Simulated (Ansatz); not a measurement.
System: Sn (diamond type), 2 atoms in the cell.

```xyz
2
Lattice="0.0000 3.3250 3.3250 3.3250 0.0000 3.3250 3.3250 3.3250 0.0000" Properties=species:S:1:pos:R:3 pbc="T T T"
Sn    0.0000    0.0000    0.0000
Sn    1.6625    1.6625    1.6625
```

Code and potentials: Ansatz all-electron PAW datasets made for this crystal, 240 eV. Settings: k-mesh 6×6×6 Γ-centred; Fermi–Dirac smearing of 0.02 eV; no spin polarisation; no spin–orbit coupling. For HSE06: exchange singularity: regularized.

Plain PBE gives:

| Item | Value |
| --- | --- |
| Pressure | 0.12 GPa |

Problem. What changes under HSE06 (270 eV)?

Solution. The pressure drops by 1.751 GPa to -1.635 GPa.

Problem. What changes under r²SCAN?

Solution. The pressure falls by 1.53 GPa to -1.41 GPa.

The stress includes the program's correction for the finite plane-wave basis.

The k-mesh is modest, so these values aren't fully converged in k.
